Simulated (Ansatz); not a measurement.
A relaxed structure of Sb is spoiled in several ways and relaxed again each time (noise and exchanges are one random draw each; pressure is positive under compression). Level of theory: r2SCAN (plane waves to 500 eV, PAW, scalar-relativistic; Ansatz, a first-principles code).

```cif
data_Sb6
_chemical_formula_sum 'Sb6'
_space_group_name_H-M_alt 'R-3m :H'
_space_group_IT_number 166
_space_group_name_Hall '-R 3 2"'
_cell_length_a 4.34207
_cell_length_b 4.34207
_cell_length_c 11.61434
_cell_angle_alpha 90.000
_cell_angle_beta 90.000
_cell_angle_gamma 120.000
loop_
_atom_site_label
_atom_site_type_symbol
_atom_site_symmetry_multiplicity
_atom_site_Wyckoff_symbol
_atom_site_fract_x
_atom_site_fract_y
_atom_site_fract_z
_atom_site_occupancy
Sb1 Sb 6 c 0.00000 0.00000 0.23139 1
```
(The calculation used a cell of 2 atoms; values per cell refer to that cell.)

```csv
change,first pressure (GPa),largest first force (eV/Å),released (eV/atom),moves,outcome,final group,E − E(parent) (eV/atom)
with every coordinate shifted by Gaussian noise of σ = 0.2 Å,12.1,6.48,0.65,9,returns to the parent,R-3m,0.00
with every coordinate shifted by Gaussian noise of σ = 0.45 Å,-3.0,0.41,0.08,8,returns to the parent,R-3m,0.00
"doubled along one cell vector, shaken by Gaussian noise of σ = 0.08 Å a coordinate",1.3,0.98,0.04,8,returns to the parent,R-3m,0.00
```

First-step values come from each run's starting, coarser k-mesh (9×9×9, 9×5×9). The runs use different k-meshes, so differences are rounded accordingly. No spin polarisation in the result.
